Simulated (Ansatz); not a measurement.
BiSe:
```cif
data_Bi4Se4
_chemical_formula_sum 'Bi4 Se4'
_space_group_name_H-M_alt 'Fm-3m'
_space_group_IT_number 225
_space_group_name_Hall '-F 4 2 3'
_cell_length_a 6.06160
_cell_length_b 6.06160
_cell_length_c 6.06160
_cell_angle_alpha 90.000
_cell_angle_beta 90.000
_cell_angle_gamma 90.000
loop_
_atom_site_label
_atom_site_type_symbol
_atom_site_symmetry_multiplicity
_atom_site_Wyckoff_symbol
_atom_site_fract_x
_atom_site_fract_y
_atom_site_fract_z
_atom_site_occupancy
Bi1 Bi 4 a 0.00000 0.00000 0.00000 1
Se1 Se 4 b 0.50000 0.50000 0.50000 1
```
(The calculation used a cell of 2 atoms; values per cell refer to that cell.)

Relaxed with PBEsol.

Tabulate the valence density and the electron localisation function along the shortest Bi–Se contact (3.03 Å), PBEsol in the plane-wave PAW code Ansatz.



```csv
distance from Bi (Å),density (e/Å³),ELF
0.30,6.70,0.08
0.45,5.36,0.14
0.61,3.78,0.29
0.76,2.12,0.42
0.91,0.99,0.45
1.06,0.56,0.40
1.21,0.35,0.35
1.36,0.27,0.32
1.52,0.24,0.35
1.67,0.27,0.46
1.82,0.34,0.62
1.97,0.48,0.73
2.12,0.70,0.78
2.27,1.23,0.79
2.42,2.95,0.72
2.58,8.05,0.55
2.73,19.88,0.32
```

The density is the valence pseudo-density with augmentation charge, so density and ELF within about 1 Å of a nucleus are not all-electron values.

The workflow started from an entry of the Crystallography Open Database (COD), which files this formula under 2 space groups. Its standing as an ambient phase is unchecked. The cell was relaxed with PBEsol under the symmetry of its start. At this level the phase is mechanically unstable. Scalar-relativistic: spin–orbit coupling is off unless named, which matters more the heavier the elements.

Potentials: the later of the program's two PAW sets.
